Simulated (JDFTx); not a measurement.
An input for JDFTx (a modified build) (Mo(100), linear PCM (GLSSA13), water, 1 M NaF; bohr, hartree) and the course of its log:

```
lattice \
  5.9859342669 0.0000000000 0.0000000000 \
  0.0000000000 5.9859342669 0.0000000000 \
  0.0000000000 0.0000000000 42.1408925792
coords-type Lattice
ion Mo 0.0000000000 0.0000000000 -0.1420457400 0
ion Mo 0.5000000000 0.5000000000 -0.0710228700 0
ion Mo 0.0000000000 0.0000000000 0.0000000000 0
ion Mo 0.5000000000 0.5000000000 0.0710228700 0
ion Mo 0.0000000000 0.0000000000 0.1420457400 0
ion-species pseudo/mo_pbe_v1.upf
elec-cutoff 20 130
elec-ex-corr gga-PBE
coulomb-interaction Slab 001
coulomb-truncation-embed 0 0 0
kpoint-folding 8 8 1
elec-smearing Fermi 0.01
elec-n-bands 47
electronic-scf nIterations 100 energyDiffThreshold 1e-08
fluid LinearPCM
pcm-variant GLSSA13
fluid-solvent H2O
fluid-cation Na+ 1
fluid-anion F- 1
fluid-minimize nIterations 400 knormThreshold 1e-11
wavefunction read vac.wfns
elec-initial-eigenvals vac.eigenvals
dump-name f0.$VAR
dump End State Ecomponents EigStats BandEigs Forces ElecDensity IonicPositions Fillings Kpoints Dtot FluidDebug BoundCharge FluidDensity
```

```
[one cycle in 5 is shown, and the last three; fluid-solver lines are left out]
	FillingsUpdate:  mu: -0.134575736  nElectrons: 70.000000
SCF: Cycle:  0   F: -342.108762878835989   dF: +1.078e-04   |Residual|: 4.233e-03   |deigs|: 2.718e-05
	FillingsUpdate:  mu: -0.128576770  nElectrons: 70.000000
SCF: Cycle:  5   F: -342.109125877397048   dF: -2.973e-06   |Residual|: 3.562e-04   |deigs|: 5.098e-04
	FillingsUpdate:  mu: -0.127485280  nElectrons: 70.000000
SCF: Cycle: 10   F: -342.109128020880860   dF: +6.221e-08   |Residual|: 7.048e-05   |deigs|: 4.612e-05
	FillingsUpdate:  mu: -0.127462363  nElectrons: 70.000000
SCF: Cycle: 15   F: -342.109128217754744   dF: -8.585e-07   |Residual|: 5.522e-05   |deigs|: 2.452e-05
	FillingsUpdate:  mu: -0.127456220  nElectrons: 70.000000
SCF: Cycle: 20   F: -342.109128285810982   dF: -4.974e-08   |Residual|: 1.219e-05   |deigs|: 1.301e-05
	FillingsUpdate:  mu: -0.127476329  nElectrons: 70.000000
SCF: Cycle: 25   F: -342.109128285786596   dF: -1.508e-08   |Residual|: 1.278e-05   |deigs|: 4.144e-05
	FillingsUpdate:  mu: -0.127469998  nElectrons: 70.000000
SCF: Cycle: 30   F: -342.109128267212952   dF: -1.180e-07   |Residual|: 3.072e-05   |deigs|: 4.169e-05
	FillingsUpdate:  mu: -0.127440232  nElectrons: 70.000000
SCF: Cycle: 35   F: -342.109128274134264   dF: -1.297e-08   |Residual|: 3.258e-05   |deigs|: 2.695e-05
	FillingsUpdate:  mu: -0.127504230  nElectrons: 70.000000
SCF: Cycle: 40   F: -342.109128155736585   dF: +1.133e-07   |Residual|: 6.224e-05   |deigs|: 5.803e-05
	FillingsUpdate:  mu: -0.127434013  nElectrons: 70.000000
SCF: Cycle: 45   F: -342.109128263964692   dF: -7.656e-09   |Residual|: 3.678e-05   |deigs|: 4.048e-05
	FillingsUpdate:  mu: -0.127476914  nElectrons: 70.000000
SCF: Cycle: 50   F: -342.109128284391943   dF: -2.426e-08   |Residual|: 1.569e-05   |deigs|: 4.634e-05
	FillingsUpdate:  mu: -0.127460920  nElectrons: 70.000000
SCF: Cycle: 55   F: -342.109128268915583   dF: +1.735e-08   |Residual|: 2.562e-05   |deigs|: 5.428e-06
	FillingsUpdate:  mu: -0.127481361  nElectrons: 70.000000
SCF: Cycle: 60   F: -342.109128120350931   dF: +1.598e-07   |Residual|: 8.152e-05   |deigs|: 3.252e-05
	FillingsUpdate:  mu: -0.127431549  nElectrons: 70.000000
SCF: Cycle: 65   F: -342.109128263119317   dF: -1.051e-08   |Residual|: 4.036e-05   |deigs|: 4.043e-05
	FillingsUpdate:  mu: -0.127489725  nElectrons: 70.000000
SCF: Cycle: 70   F: -342.109128143758710   dF: +1.350e-07   |Residual|: 7.345e-05   |deigs|: 5.128e-05
	FillingsUpdate:  mu: -0.127502575  nElectrons: 70.000000
SCF: Cycle: 75   F: -342.109127981151573   dF: +2.918e-07   |Residual|: 1.039e-04   |deigs|: 7.547e-05
	FillingsUpdate:  mu: -0.127467899  nElectrons: 70.000000
SCF: Cycle: 80   F: -342.109128262113984   dF: -1.219e-07   |Residual|: 3.227e-05   |deigs|: 1.235e-05
	FillingsUpdate:  mu: -0.127470211  nElectrons: 70.000000
SCF: Cycle: 85   F: -342.109128261546459   dF: -1.893e-07   |Residual|: 3.158e-05   |deigs|: 4.572e-05
	FillingsUpdate:  mu: -0.127499117  nElectrons: 70.000000
SCF: Cycle: 90   F: -342.109128007414938   dF: +2.680e-07   |Residual|: 1.021e-04   |deigs|: 6.090e-05
	FillingsUpdate:  mu: -0.127470326  nElectrons: 70.000000
SCF: Cycle: 95   F: -342.109128257533257   dF: -1.016e-07   |Residual|: 3.554e-05   |deigs|: 1.482e-05
	FillingsUpdate:  mu: -0.127480269  nElectrons: 70.000000
SCF: Cycle: 97   F: -342.109128286125554   dF: -1.761e-08   |Residual|: 1.516e-05   |deigs|: 4.743e-05
	FillingsUpdate:  mu: -0.127474714  nElectrons: 70.000000
SCF: Cycle: 98   F: -342.109128160339765   dF: +1.258e-07   |Residual|: 7.478e-05   |deigs|: 5.202e-06
	FillingsUpdate:  mu: -0.127468272  nElectrons: 70.000000
SCF: Cycle: 99   F: -342.109128261177773   dF: -1.008e-07   |Residual|: 3.237e-05   |deigs|: 8.616e-06
SCF: None of the convergence criteria satisfied after 100 iterations.
IonicMinimize: Iter:   0  F: -342.109128261177773  |grad|_K:  0.000e+00
IonicMinimize: Converged (|grad|_K<1.000000e-04).
```

This run gave no converged result. The loop ran out of cycles short of its threshold. It has stalled and not diverged: the last ten energies span 3e-07 Ha, so the total is near its end, but levels, forces and charges aren't shown converged.
